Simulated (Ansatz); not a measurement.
Two-dimensional strain map in Pb

Level of theory: Ansatz, DFT r2SCAN, scalar-relativistic, plane waves, PAW. Cutoff 500 eV, Γ-centred 18×18×10 k-points, Gaussian smearing of 0.15 eV. Spin–orbit coupling is left out, which can shift energies with elements as heavy as these. No spin polarisation. Energies are free energies at this smearing, counted from the undisturbed cell; pressure is positive in compression.

The starting cell (as given, not relaxed at this level; it stands at 2.8 GPa; this form isn't the usual structure):

```
Pb
1.0
     3.48000    0.00000    0.00000
    -1.74000    3.01377    0.00000
     0.00000    0.00000    5.59000
Pb
2
Direct
  0.33333 0.66667 0.25000
  0.66667 0.33333 0.75000
```

The cell is strained by p along both x and y and by q along z, fractional coordinates fixed. Points are written (p, q).

Energy above the undisturbed cell in meV/atom (a dash: not computed):

| p \ q | -0.050 | -0.025 | 0.000 | 0.025 | 0.050 |
| --- | --- | --- | --- | --- | --- |
| -0.050 | 215.1 | 152.5 | 106.0 | 75.3 | 57.1 |
| -0.025 | 117.7 | 70.0 | 34.7 | ? | 1.7 |
| 0.000 | 58.5 | 24.3 | 0.0 | -13.8 | -17.7 |
| 0.025 | 28.9 | 6.4 | -7.0 | -12.7 | ? |
| 0.050 | ? | 9.6 | 6.0 | ? | 17.6 |

Fill in the withheld energies.

(-0.025, 0.025): 12.5; (0.025, 0.050): -10.0; (0.050, -0.050): 22.1; (0.050, 0.025): 8.6.